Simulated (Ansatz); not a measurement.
AlN (P6_3mc): from strained cells to moduli

```
Al N
1.0
     3.08877    0.00000    0.00000
    -1.54439    2.67495    0.00000
     0.00000    0.00000    4.94326
Al N
2 2
Direct
  0.33333 0.66667 0.99901
  0.66667 0.33333 0.49901
  0.33333 0.66667 0.38099
  0.66667 0.33333 0.88099
```

Unless marked otherwise, the numbers come from LDA, all-electron LAPW in Ansatz 0.2.0, scalar-relativistic. k mesh 8×8×6, fixed occupations, basis error target 0.5 meV/atom. The cell was relaxed by PAW under this functional.

The cell is hexagonal and carries a residual pressure of 0.01 GPa at this level. Each strain component that symmetry leaves independent is applied at ±0.003, the ions relax wherever a strain frees them, and the stress (tension positive, GPa) is read. Shears are engineering strains, γ = 2ε.

```tsv
strain	size	σxx	σyy	σzz	σyz	σxz	σxy
xx	-0.003	-1.2033	-0.4386	-0.3592	0.0000	0.0000	0.0000
xx	+0.003	1.1762	0.4229	0.3151	0.0000	0.0000	0.0000
zz	-0.003	-0.3478	-0.3478	-1.1295	0.0000	0.0000	0.0000
zz	+0.003	0.3265	0.3265	1.0907	0.0000	0.0000	0.0000
yz	-0.003	-0.0056	-0.0037	-0.0219	-0.3478	0.0000	0.0000
yz	+0.003	-0.0056	-0.0037	-0.0219	0.3478	0.0000	0.0000
```

A central difference gives one constant, for example C11 ≈ (1.1762 − (-1.2033))/(0.006) = 396.6 GPa; the program then imposes the crystal's symmetry on the whole matrix.

**Question.** What are the independent elastic constants?

**Answer.** C11 = 396.6, C12 = 143.6, C13 = 112.4, C33 = 370.0, C44 = 115.9 GPa.

**Question.** Is the crystal stable against homogeneous strain?

**Answer.** The least eigenvalue of the 6×6 matrix is 115.9 GPa, so yes.

**Question.** What moduli does a random aggregate of grains have?

**Answer.** Voigt and Reuss bounds: B from 210.2 to 211.1 and G from 124.0 to 124.7 GPa; their means are B = 210.7 and G = 124.3 GPa. Then E = 9BG/(3B + G) = 311.7 GPa, ν = (3B − 2G)/(6B + 2G) = 0.253 and B/G = 1.69, on the brittle side of Pugh's 1.75 (a rule of thumb, made for metals; it doesn't predict ductility here).

**Question.** With the density of 3.333 g/cm³, how fast does sound travel, and what Debye temperature follows?

**Answer.** 

| direction | slow (m/s) | middle (m/s) | fast (m/s) |
| --- | --- | --- | --- |
| x | 5898 | 6161 | 10908 |
| y | 5898 | 6161 | 10908 |
| z | 5898 | 5898 | 10537 |

The mean of v⁻³ over directions and branches gives v_m = 6780 m/s and θ_D = (ħ/k_B) v_m (6π²n)^(1/3) = 930 K, n being atoms per volume. Young's modulus spans 297 to 329 GPa over directions, and the universal anisotropy index is 0.03.

**Question.** How far do the constants move if PAW replaces LAPW in the same cell?

**Answer.** 

```csv
constant,LAPW (GPa),PAW (GPa),difference
C11,396.6,396.0,-0.6
C12,143.6,143.3,-0.3
C13,112.4,112.0,-0.4
C33,370.0,369.7,-0.3
C44,115.9,115.8,-0.1
```

**Question.** How far do the constants move if all-electron PAW (datasets made for the crystal) replaces LAPW in the same cell?

**Answer.** 

```tsv
constant	LAPW (GPa)	all-electron PAW (datasets made for the crystal) (GPa)	difference
C11	396.6	396.4	-0.2
C12	143.6	143.7	0.1
C13	112.4	112.5	0.1
C33	370.0	369.9	-0.1
C44	115.9	115.8	-0.1
```

Caveats: constants at zero field, no piezoelectric stiffening; the frozen-core PAW files of the compared runs were fitted under PBE, their cores solved anew for this functional.
